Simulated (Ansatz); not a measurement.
A geometry of MgRh away from equilibrium: step 16 of the relaxation of a randomly generated symmetric cell of MgRh (space group No. 12). The numbers are results of PBEsol (plane waves to 420 eV, PAW, scalar-relativistic; Ansatz, an electronic-structure program), not measurements. Γ-centred k-mesh 9×9×14 on the run's cell (coarser than for final values), Fermi–Dirac smearing 0.05 eV.

```xyz
2
Lattice="2.2172 -2.2111 0.1715 2.2172 2.2111 0.1715 -0.2765 0.0000 2.8931" Properties=species:S:1:pos:R:3 pbc="T T T"
Mg     0.0000     0.0000     0.0000
Rh     2.0790     0.0000     1.6180
```

Question: Which atoms carry the largest force, and which way does it point?

Answer: No atom: all forces are below 0.005 eV/Å; only the cell is out of equilibrium.

Question: What is the pressure?

Answer: +3.8 GPa, compression positive.

No spin polarisation in the result.

The run could not lose the symmetry of its start.

All atoms sit on sites fixed by symmetry, so only the cell could relax.
